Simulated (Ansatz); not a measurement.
# Is this Zn4S3O structure a true minimum?

The cell was found from a structure generator's guess, not taken from experiment.

Method: DFT PBE, scalar-relativistic, plane waves, PAW (Ansatz 0.2.0). Plane waves to 420 eV, a k mesh through Γ of 8×8×8 on the computed 8-atom cell and Gaussian smearing (0.02 eV); no spin polarisation.

The cell below (8 atoms, space group I-42m (No. 121)) is relaxed within its symmetry.

```cif
data_structure
_symmetry_space_group_name_H-M 'P 1'
_symmetry_Int_Tables_number 1
_cell_length_a 6.3868
_cell_length_b 6.3868
_cell_length_c 6.3868
_cell_angle_alpha 131.512
_cell_angle_beta 131.512
_cell_angle_gamma 71.001
_cell_volume 143.05
loop_
_atom_site_label
_atom_site_type_symbol
_atom_site_fract_x
_atom_site_fract_y
_atom_site_fract_z
_atom_site_occupancy
Zn1 Zn 0.66159 0.66159 0.55284 1
Zn2 Zn 0.89124 0.33840 0.00000 1
Zn3 Zn 0.10876 0.10876 0.44716 1
Zn4 Zn 0.33840 0.89124 0.00000 1
S1 S 0.25000 0.75000 0.50000 1
S2 S 0.50000 0.50000 0.00000 1
S3 S 0.75000 0.25000 0.50000 1
O1 O 0.00000 0.00000 0.00000 1
```

For the test it was strained at random (σ = 1.5 % a component), the atoms were moved at random (σ = 0.15 Å), and all was relaxed again on a coarse 4×4×4 mesh (in the run’s order of axes) with 0.10 eV smearing, with no symmetry imposed.

Question: Is the structure stable against such a distortion?

Answer: It returns, within 1 meV/atom of the unmoved cell on that mesh and with the same symmetry when read at 0.1 Å. No instability shows in this cell; modes of other wave vectors, which need another repeat, aren't tested.
